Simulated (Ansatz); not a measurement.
TaSnS in space group P4/nmm (No. 129; Ta on 2c, Sn on 2a, S on 2c) under volume change, plane-wave PAW PBEsol (Ansatz code), shape and atoms relaxed at each volume.

```csv
V (Å³/atom),E − E(relaxed) (meV/atom),P (GPa)
16.883,___,___
17.439,30.4,9.28
17.996,7.1,4.23
18.552,0.0,0.00
19.109,6.3,-3.53
19.666,23.9,-6.48
20.222,___,___
```

What belongs in the gaps?


- 16.883, E − E(relaxed) (meV/atom): 72.7
- 16.883, P (GPa): 15.29
- 20.222, E − E(relaxed) (meV/atom): 50.7
- 20.222, P (GPa): -8.93

What does a third-order Birch–Murnaghan fit give for V₀, B₀ and B′?

V₀ = 18.55 Å³/atom, B₀ = 128 GPa, B′ = 4.9.

The start of the workflow was typed in or built on a structure type; neither database checked (COD, Materials Project) lists it. Whether it is the stable phase at ambient conditions was not checked. The cell was relaxed with PBEsol under the symmetry of its start. At this level the phase is dynamically unstable (imaginary phonons). The run is not spin-polarised. The volume moved by -21 % from the start of the relaxation. Scalar-relativistic: spin–orbit coupling is off unless named, which matters more the heavier the elements.

Potentials: the earlier of the program's two PAW sets. The files were generated under PBE; for other functionals the program regenerates the frozen cores, and for LDA and PBEsol the local potential too.
